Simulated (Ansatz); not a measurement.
What DFT gives for RhPb

```yaml
crystal:
  lattice:
    - [4.22292, 0.00000, 0.00000]
    - [0.00000, 4.22292, 0.00000]
    - [0.00000, 0.00000, 5.30246]
  atoms:
    - { symbol: Pb, position: [0.00000, 0.50000, 0.24000] }
    - { symbol: Pb, position: [0.50000, 0.00000, 0.76000] }
    - { symbol: Rh, position: [0.00000, 0.00000, 0.00000] }
    - { symbol: Rh, position: [0.50000, 0.50000, 0.00000] }
```

Level: r2SCAN, no spin polarisation; 500 eV; 8×8×7 Γ-centred mesh; cold occupations (width 0.1438 eV); Ansatz 0.2.0, fixed geometry.

**Formation energy.** 0.65 eV an atom against the elements' usual phases (free molecules for gases, crystals otherwise, with no correction for O₂ or N₂), so at this geometry it isn't bound against them. Relaxing would lower it.
**At the Fermi level.** It is a metal, with about 1.8 states/eV a cell as the mean within 0.25 eV of the Fermi level, mostly Pb p (49 %) and Rh d (37 %).
**Stress.** The pressure is 21.7 GPa (compression positive), so with the atoms held at these fractions the cell would first expand; the forces are large, so a full relaxation may end otherwise. The principal stresses 17.9, 23.6, 23.6 GPa differ, so its shape would change too.
**Charges.** Bader charges in e: Rh -0.44, Pb +0.44. In the mean Pb gives up most and Rh takes most, against the order of Pauling's electronegativities.
**Contacts.** Pb–Rh at 2.47 Å: least valence density 0.58 e/Å³ and ELF 0.27 there. These are pseudo-fields; inside the PAW spheres they differ from the all-electron ones.
**Forces.** The largest is on Pb1 (and as large on other atoms): 4.37 eV/Å, components (0.00, 0.00, 4.37). It makes 121° with the line to a nearest neighbour, Rh3 at 2.47 Å.

Origin: a known structure type with other elements, at an estimated volume, so it need not be a known compound. Caveats: atoms or cell far from equilibrium.
